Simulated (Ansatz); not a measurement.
HfC (rocksalt type), DFT, PBE, norm-conserving pseudopotentials, Ansatz's default files, scalar-relativistic (Ansatz 0.2.0), on 1 thread of Intel(R) Xeon(R) Platinum 8488C (Sapphire Rapids) (shared host).

Command: `ansatz run input.yaml --threads 1 --pin off --max-ram 2048MiB --backend cpu --events-out ev --progress --plain --runs-dir out`

```yaml
crystal:
  lattice:
    - [0.0, 2.0041288334, 2.0041288334]
    - [2.0041288334, 0.0, 2.0041288334]
    - [2.0041288334, 2.0041288334, 0.0]
  atoms:
    - { symbol: Hf, position: [0.0, 0.0, 0.0] }
    - { symbol: C, position: [0.5, 0.5, 0.5] }
kpoints:
  mp_grid: { grid: [17, 17, 17] }
scf:
  occupations: { method: fermi_dirac, width: 0.1 }
hamiltonian:
  xc: pbe
  pseudopotentials: { kind: nc }
output:
  forces: true
  stress: true
  eigenvalues: true
```

(1) How large is the problem that the program sets up?

(2) About how long does it take?

Results:

(1) 165 irreducible k-points, 1411 plane waves at Γ, 19 bands.

(2) 6.8 s of wall time for 7 SCF iterations. Times on shared machines scatter by tens of per cent.
